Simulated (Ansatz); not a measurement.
# Structure relaxation, Zn

The start is a generated trial cell of Zn in the beta-Sn structure type. A full variable-cell relaxation at zero pressure is run with r2SCAN (plane waves to 500 eV, PAW, scalar-relativistic; Ansatz, a first-principles code). The first steps use a coarse 14×14×14 k-mesh.

Input geometry:
```
CELL_PARAMETERS angstrom
     -2.44155     2.44155     1.33214
      2.44155    -2.44155     1.33214
      2.44155     2.44155    -1.33214
ATOMIC_POSITIONS crystal
  Zn 0.75000 0.25000 0.50000
  Zn 0.00000 0.00000 0.00000
```

**Question.** How large is the pressure on the unrelaxed cell, and of which sign?

**Answer.** +2.4 GPa (positive: the cell is compressed).

**Question.** How does the volume per atom move from start to end?

**Answer.** +3.5 %, from 15.88 to 16.44 Å³/atom.

**Question.** How do the shortest distances between atoms change?

**Answer.** The closest pairs of elements (up to four, under 3.6 Å), start → end: Zn–Zn 2.53 → 2.47 Å.

**Question.** Is the relaxed structure metallic? Give its gap.

**Answer.** Zero (metallic).

**Question.** Give the final cell and atomic positions.

**Answer.** 
Space group I4₁/amd, origin choice 1 (No. 141); a = b = 5.162 Å, c = 2.467 Å, α = β = γ = 90.00°

| atom | site | symmetry | x | y | z |
|---|---|---|---|---|---|
| Zn | 4a | -4m2 | 0.0000 | 0.0000 | 0.0000 |
(The calculation used a cell of 2 atoms; values per cell refer to that cell.)

The space group stays I4₁/amd (No. 141) (the run could not lower it); the end is AFLOW prototype A_tI4_141_a (A5, as in Sn), with 2 atoms in the primitive cell. Final values are on a 21×21×21 k-mesh of the relaxed cell. No spin polarisation in the result.

The run could not lose the symmetry of its start, so the end can be a saddle point.

All atoms sit on sites fixed by symmetry, so only the cell could relax.

The relaxed structure here is a generated cell of Zn: the first start was made by placing the elements on the sites of a structure type, and the end was not matched to a known phase here, so it may be hypothetical. Known forms of Zn include space group No. 194.
